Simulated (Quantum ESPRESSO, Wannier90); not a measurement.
**WO₃ (P4/nmm): Wannier90 run**

```xyz
8
Lattice="5.3250 0.0000 0.0000 0.0000 5.3250 0.0000 0.0000 0.0000 3.9445" Properties=species:S:1:pos:R:3 pbc="T T T"
W      2.6625     0.0000    -0.2571
W      0.0000     2.6625     0.2571
O      2.6625     0.0000     1.9296
O      0.0000     2.6625    -1.9296
O      1.3313     1.3313     0.0000
O      1.3313    -1.3313     0.0000
O     -1.3313    -1.3313     0.0000
O     -1.3313     1.3313     0.0000
```

Cell from Materials Project (mp-19443), symmetrised, no further relaxation. COD (Crystallography Open Database) has the formula in 6 space groups, this one among them (matched by group alone). Method: PBEsol plane waves in Quantum ESPRESSO 7.5 (PseudoDojo norm-conserving files, 68 Ry, no spin polarisation, no spin-orbit coupling), Bloch states on a 6×6×6 mesh through Γ, Wannier90 4.0.1. Density: 6×6×8 mesh, Gaussian smearing 0.01 Ry. Spin-orbit coupling is left out although heavy elements are present.

A tight-binding model is made by disentanglement and projection with no localisation steps (num_iter = 0), so the 28 orbitals stay atom-like: hydrogen-like W: d; O: p, axes along x, y, z; frozen window up to 2.07 eV relative to the valence-band maximum. It follows pw.x to 0.5 meV rms for states up to 1.6 eV relative to the valence-band maximum. Matrix elements depend on this choice of orbitals and windows.

Problem. What are the on-site energies relative to the valence-band maximum, and how fast do the hoppings decay?

Solution. 
```tsv
atom	orbitals	energy (eV)
W1	dz2	4.87
W1	dxz dyz	1.54
W1	dx2-y2	1.41
W1	dxy	5.36
W2	dz2	4.87
W2	dxz dyz	1.54
W2	dx2-y2	1.41
W2	dxy	5.36
O3	pz	-2.26
O3	px py	-1.54
O4	pz	-2.26
O4	px py	-1.54
O5	pz	-1.46
O5	px py	-1.96
O6	pz	-1.46
O6	px py	-1.96
O7	pz	-1.46
O7	px py	-1.96
O8	pz	-1.46
O8	px py	-1.96
```

| distance of the centres (Å) | largest modulus (eV) |
|---|---|
| 1–2 | 4.1 |
| 2–3 | 2.7 |
| 3–4 | 0.20 |
| 4–5 | 0.046 |
| 5–6 | 0.047 |
| 6–7 | 0.044 |
| 7–8 | 0.018 |
| 8–9 | 0.0019 |
| 9–10 | 0.0069 |
| 10–11 | 0.0011 |
